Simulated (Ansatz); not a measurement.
The elements of this relaxed trial crystal are hidden behind letters.

```
lattice vectors (Å)
   2.8775    0.0000    0.0000
   0.0000    2.8775    0.0000
   0.0000    0.0000   11.5904
fractional positions
X 0.0000 0.0000 0.6220
X 0.0000 0.0000 0.8743
X 0.0000 0.0000 0.1257
X 0.0000 0.0000 0.3780
Z 0.5000 0.5000 0.5000
Q 0.5000 0.5000 0.7477
Q 0.5000 0.5000 0.0000
Q 0.5000 0.5000 0.2523
```

Computed with Ansatz 0.2.0, DFT PBE, scalar-relativistic, plane waves, PAW. Settings of the last relaxation (8-atom cell): 420 eV, 14×14×4 k points, Gaussian smearing of 0.10 eV, collinear spin.

| Item | Value |
| --- | --- |
| Space group | P4/mmm (No. 123) |
| Conventional cell | a = 2.877 Å, c = 11.590 Å |
| Volume per atom | 12.00 Å³ |
| Density | 5.93 g/cm³ |
| Formation energy | −0.63 eV/atom |
| Gap on the 14×14×4 mesh of the 8-atom cell | 0 eV (a metal) |
| Net moment per atom | 0.04 μB |

Energies are uncorrected and count from the elements' standard states at the same level.

Problem. X is a p-block element of period 3, Z is a d-block element of period 4 and Q is a d-block element of period 4. Which elements are they?

Solution. X = Al, Z = Co, Q = Ni, so the formula is Al4CoNi3. Density times volume gives a mean mass of 5.93 × 12.00/1.6605 = 42.9 u per atom, and this set has 42.9 u. Al on its first site is surrounded by 4 Co at 2.48 Å, 4 Ni at 2.50 Å and 6 Al at 2.83–2.92 Å; Co has 8 Al at 2.48 Å, 2 Ni at 2.87 Å and 4 Co at 2.88 Å; around Ni on a site of symmetry 4mm lie 8 Al at 2.50–2.51 Å, 1 Co at 2.87 Å and 5 Ni at 2.88–2.92 Å; 2 more sites not described. Other sets within the hints have nearly the same mass, so mass alone doesn't settle it; this one was computed.

Another magnetic order may lie lower. Symmetry constrained the relaxation, so the result can be a saddle point.
